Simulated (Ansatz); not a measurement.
Ga, DFT, LDA, all-electron LAPW, scalar-relativistic (Ansatz 0.2.0), run on 1 thread of Arm Neoverse V1 on a shared host.

The geometry is COD entry 9012485, unchecked; take it as a test cell. The listed cell was then made from it by scaling, straining or moving an atom.

Command: `ansatz run input.yaml --threads 1 --pin off --max-ram 3072MiB --backend cpu --events-out ev --progress --plain --runs-dir out`

```yaml
crystal:
  lattice:
    - [1.421, -3.9837, 0.0]
    - [1.421, 3.9837, 0.0]
    - [0.0, 0.0, 3.17]
  atoms:
    - { symbol: Ga, position: [0.867, 0.133, 0.25] }
    - { symbol: Ga, position: [0.133, 0.867, 0.75] }
kpoints:
  mp_grid: { grid: [12, 12, 10] }
  band_path:
    path:
      - [0.0, 0.0, 0.0]
      - [-0.5, 0.5, 0.0]
      - [-0.2818093587, 0.7181906413, 0.0]
      - [0.2818093587, 0.2818093587, 0.0]
      - [0.0, 0.0, 0.0]
      - [0.0, 0.0, 0.5]
      - [0.2818093587, 0.2818093587, 0.5]
      - [-0.2818093587, 0.7181906413, 0.5]
      - [-0.5, 0.5, 0.5]
    npoints: 5
scf:
  occupations: { method: fermi_dirac, width: 0.08 }
hamiltonian:
  xc: lda
  pseudopotentials: { kind: all_electron, lapw: { basis_error: 0.001 } }
output:
  forces: true
  stress: true
  eigenvalues: true
```

How large is the problem that the program sets up?

258 irreducible k-points, 349 plane waves at Γ, 26 bands.

About how long does it take, and how much memory does it use?

59 s of wall time for 8 SCF iterations, with a peak of 0.63 GiB. Times on shared machines scatter by tens of per cent.
